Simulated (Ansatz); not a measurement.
Relaxed-ion elastic tensor of CsPbCl3 (cubic perovskite, Pm-3m) in GPa (Voigt order), PBEsol in the plane-wave PAW code Ansatz; density 4.19 g/cm³, 35.42 Å³ per atom.

```
58.8   8.0   8.0   0.0   0.0   0.0
 8.0  58.8   8.0   0.0   0.0   0.0
 8.0   8.0  58.8   0.0   0.0   0.0
 0.0   0.0   0.0   4.7   0.0   0.0
 0.0   0.0   0.0   0.0   4.7   0.0
 0.0   0.0   0.0   0.0   0.0   4.7
```

**Question.** Is the crystal mechanically stable?

**Answer.** Yes: the smallest eigenvalue of C is 4.7 GPa.

**Question.** Work out the Voigt, Reuss and Hill averages.

**Answer.** K_V = 24.9, K_R = 24.9, K_H = 24.9; G_V = 13.0, G_R = 7.0, G_H = 10.0 GPa.

**Question.** Give Young's modulus, Poisson's ratio, Pugh's ratio and the universal anisotropy index.

**Answer.** E = 9KG/(3K + G) = 26.5 GPa; ν = 0.32; K/G = 2.49 (ductile by the Pugh limit of 1.75); A_U = 5G_V/G_R + K_V/K_R − 6 = 4.25.

**Question.** Estimate the sound speeds and the Debye temperature.

**Answer.** v_l = √((K + 4G/3)/ρ) = 3020 m/s, v_t = √(G/ρ) = 1550 m/s, mean 1730 m/s; Θ = (h/k)(3n/4πV)^(1/3) v_m = 157 K.

**Question.** Give the Zener ratio and Young's modulus along [100], [110] and [111].

**Answer.** A = 2C44/(C11 − C12) = 0.19; 1/E = S11 − 2(S11 − S12 − S44/2)Γ with Γ = 0, 1/4, 1/3 gives 56.8, 16.5, 13.4 GPa.

This is a known high-temperature phase of the composition, computed here at zero pressure and temperature. The PBEsol relaxation kept the symmetry of its start; its stability against distortions is not shown here. Spin–orbit coupling is left out wherever it is not named.

Potentials: the later of the program's two PAW sets.
